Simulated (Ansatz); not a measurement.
TiB2 (AlB2 type, space group P6/mmm)

```xyz
3
Lattice="3.0318 0.0000 0.0000 -1.5159 2.6256 0.0000 0.0000 0.0000 3.2243" Properties=species:S:1:pos:R:3 pbc="T T T"
Ti     0.0000     0.0000     0.0000
B      0.0000     1.7504     1.6121
B      1.5159     0.8752     1.6121
```

A phonon eigenvector at Γ is frozen into this cell: atom i moves by Q times the vector below, so Q is the largest atomic displacement, in Å. The cell is held. It is one choice among 2 degenerate patterns.

```
atom      x       y      z
----  -----  ------  -----
Ti1   0.000  -0.452  0.000
B2    0.000   1.000  0.000
B3    0.000   1.000  0.000
```

Level of theory: PBE (plane waves to 420 eV, PAW, scalar-relativistic; Ansatz, a quantum-chemistry and plane-wave program). k mesh 18×18×14 (Γ-centred), Fermi-Dirac smearing 0.05 eV. The energy includes the smearing's −TS. With partly filled bands, energies and forces of such displacements shift with the k mesh and the smearing. The PAW data are Ansatz's earlier set. TiB2 is run without spin polarisation. TiB2 was relaxed with its symmetry unable to fall. The zero of ΔE is the undisplaced structure. The last digit holds for this mesh only.

```csv
Q (Å),ΔE (meV/cell)
-0.180,withheld
-0.150,334.6
-0.120,214.6
-0.090,120.9
-0.060,53.9
-0.030,13.5
0.000,0.0
0.030,13.5
0.060,53.9
0.090,120.9
0.120,214.6
0.150,334.6
0.180,withheld
```

Question: Fit an even polynomial form (powers 2, 4) to the given rows and predict ΔE at Q = -0.180.

Answer: Least squares on the 11 given rows: ΔE = (14960)·Q² + (-4139)·Q⁴, in meV/cell with Q in Å; root-mean-square residual 0.06 meV/cell. At -0.180 the fit gives 480.4 meV/cell; the calculation gives 480.5 meV/cell, so the extrapolation is off by -0.1 (-0.0 %). The quadratic term alone would give 484.7 meV/cell.

(For displaced atoms, the force is minus the slope of the energy, and its curvature is a force constant, which sets phonon frequencies.)
